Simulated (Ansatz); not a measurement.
SrSnP (P4/nmm): electronic heat capacity and spin susceptibility from the density of states

Level of theory: Ansatz 0.2.0, DFT r2SCAN, scalar-relativistic, plane waves, PAW.

Cutoff 500 eV; k points 8×8×4 on the computed 6-atom cell (Γ-centred); Gaussian smearing, width 0.10 eV; no spin polarisation.

Relaxed cell: P4/nmm, a = 4.378 Å, b = 4.378 Å, c = 8.982 Å, α = 90.00°, β = 90.00°, γ = 90.00°, 6 atoms in the primitive cell. Whether it is the stable form of this composition wasn't checked.

The density of states at the Fermi level is 1.819 states/eV in the cell of 6 atoms (2 formula units; both spins, tetrahedra on a 12×12×6 mesh).

Question: What Sommerfeld coefficient and Pauli susceptibility does this give?

Answer: Per formula unit N(E_F) = 0.909 states/eV. γ = (π²/3) k_B² N(E_F) N_A = 2.357 mJ/(mol K²) per state/eV, so γ = 2.1 mJ/(mol K²), a mole of formula units. χ_P = μ_B² N(E_F) N_A = 3.23×10⁻⁵ emu/mol per state/eV gives 2.9×10⁻⁵ emu/mol. This is the bare band result: a measured γ of the same phase is as a rule larger by a factor 1 + λ from phonons and spin fluctuations, the spin part of χ is larger by the Stoner factor, and a measured χ also holds orbital and core terms. N(E_F) at one energy is sensitive to the mesh where the density of states has sharp peaks.

Cost: 1 run of about 2.7 core-minutes, on Arm Neoverse V2 (shared hosts).